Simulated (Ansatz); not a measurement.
**CsCoH$_{3}$, a known structure type with other elements, at an estimated volume**

```xyz
10
Lattice="5.9627 0.0000 0.0000 -2.9814 5.1639 0.0000 0.0000 0.0000 4.9937" Properties=species:S:1:pos:R:3 pbc="T T T"
Cs   -0.0003    3.4428    3.7453
Cs    2.9811    1.7211    1.2484
Co    0.0000    0.0000    0.0000
Co    0.0000    0.0000    2.4969
H    -1.5995    4.3661    1.2484
H     1.3819    0.7978    3.7453
H     0.0000    1.5956    1.2484
H     4.5809    0.7978    3.7453
H     1.5995    4.3661    1.2484
H     2.9814    3.5682    3.7453
```

The numbers come from plane-wave PAW DFT (Ansatz): PBE, no spin polarisation, 420 eV, 7×7×7 Γ-centred k points, fermi-dirac occupations (width 0.0341 eV). Nothing was relaxed.

Q: Describe some of the short contacts.

A: Co–H at 2.03 Å: least valence density 0.31 e/Å³ and ELF 0.30 there. Cs–H at 2.98 Å: least valence density 0.08 e/Å³ and ELF 0.07 there. These are pseudo-fields; inside the PAW spheres they differ from the all-electron ones.

Q: What is the formation energy?

A: 0.25 eV an atom against the elements' usual phases (free molecules for gases, crystals otherwise, with no correction for O₂ or N₂), so at this geometry it isn't bound against them. Relaxing would lower it.

Q: Metal or insulator?

A: It is a metal, with about 7.3 states/eV a cell as the mean within 0.25 eV of the Fermi level, mostly Co d (88 %).

Q: What does the stress say?

A: The pressure is -7.1 GPa (compression positive), so with the atoms held at these fractions the cell would first shrink; the forces are large, so a full relaxation may end otherwise. The principal stresses -9.5, -5.9, -5.9 GPa differ, so its shape would change too.

Origin: a known structure type with other elements, at an estimated volume, so it need not be a known compound. Caveats: no spin polarisation, so a magnetic state may lie lower; atoms or cell far from equilibrium.
